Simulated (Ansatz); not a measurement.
# MoPd: computed property card

MoPd:
```yaml
crystal:
  lattice:
    - [2.69517, 0.00000, 0.00000]
    - [0.00000, 2.69517, 0.00000]
    - [0.00000, 0.00000, 4.12538]
  atoms:
    - { symbol: Pd, position: [0.00000, 0.00000, 0.00000] }
    - { symbol: Mo, position: [0.50000, 0.50000, 0.50000] }
```

Space group P4/mmm (No. 123), L1₀ or tetragonal B2; conventional cell a = b = 2.695 Å, c = 4.125 Å, α = β = γ = 90.00°.

Method: r²SCAN (plane waves, PAW; program Ansatz). Structure relaxed to zero pressure with the same functional. Other levels are named where they apply.

Cell and energy:

```
Item                                                          Result
-----------------------------------------------------  -------------
Volume per atom                                             14.98 Å³
Density                                                  11.21 g/cm³
Formation energy from the elements (no fitted shifts)  0.053 eV/atom
```

Electronic structure:

```
Quantity                                                                    Result
------------------------------------  --------------------------------------------
Electronic character                                             metallic (no gap)
Density of states at the Fermi level  0.79 states/eV per atom (mean over ±0.08 eV)
Gap with spin–orbit coupling                                       none (metallic)
```

Mechanics:

```
Quantity                                                                                                  Result
--------------------------------------------  ------------------------------------------------------------------
Bulk modulus (Birch–Murnaghan fit)                                                                       247 GPa
Pressure derivative B′                                                                                       4.8
Elastic constants (relaxed ions, GPa)         C11 = 495, C12 = 77.3, C13 = 175, C33 = 376, C44 = 144, C66 = 35.5
Mechanical stability                                                      stable (all eigenvalues of C positive)
Hill bulk and shear moduli                                                                       247 and 108 GPa
Young's modulus                                                                                          283 GPa
Poisson's ratio                                                                                             0.31
Debye temperature from the elastic constants                                                               419 K
```

Charges:

```
Property                      Value
-------------  --------------------
Bader charges  Pd -0.60, Mo +0.60 e
```

The start of the workflow was typed in or built on a structure type; neither database checked (COD, Materials Project) lists it. Its standing as an ambient phase is unchecked. The r²SCAN relaxation kept the symmetry of its start; whether a distortion lowers the energy is not shown. No spin polarisation was allowed. As this level gives no gap, shear constants depend on the k-mesh and smearing (Fermi–Dirac, 0.1 eV here). Axis ratios of metals converge slowly with the k-mesh, so a and c are less sure than the volume. The references are the lowest solids computed at this level, not always the standard phases. Scalar-relativistic: spin–orbit coupling is off unless named, which matters more the heavier the elements.

Potentials: the later of the program's two PAW sets.
